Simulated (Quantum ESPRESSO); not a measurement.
Kohn-Sham bands of TaN (P-6m2)

```
TaN
1.0
    2.93994     0.00000     0.00000
   -1.46997     2.54606     0.00000
    0.00000     0.00000     2.89018
Ta N
1 1
Direct
  0.00000   0.00000   0.50000
  0.66667   0.33333   0.00000
```

Structure: Materials Project mp-1459, symmetrised, not relaxed again. COD (Crystallography Open Database) has the formula in 5 space groups, this one among them (matched by group alone). Method: PBEsol plane waves in Quantum ESPRESSO 7.5 (PseudoDojo norm-conserving files, 68 Ry, no spin polarisation, no spin-orbit coupling), Bloch states on a 12×12×10 mesh through Γ, Wannier90 4.0.1. Density: 12×12×10 mesh, cold smearing 0.01 Ry. Spin-orbit coupling is left out although heavy elements are present.

Energies are relative to the Fermi level; weights are on the orthonormalised atomic waves of the pseudopotential files, averaged over the group. 18 electrons a cell are treated as valence.

Q: Into which isolated groups do the bands fall, where do they lie and what are they made of?

A: 
```
bands  from (eV)  to (eV)  filling             weight on atomic waves
-----  ---------  -------  -------  ---------------------------------
1         -68.54   -68.40   filled                         Ta 5s 96 %
2–4       -35.77   -34.51   filled                         Ta 5p 97 %
5         -17.76   -15.08   filled  N 2s 69 %, Ta 5d 18 %, Ta 6s 10 %
```

No gap over 0.05 eV opens at the Fermi level at this level of theory.
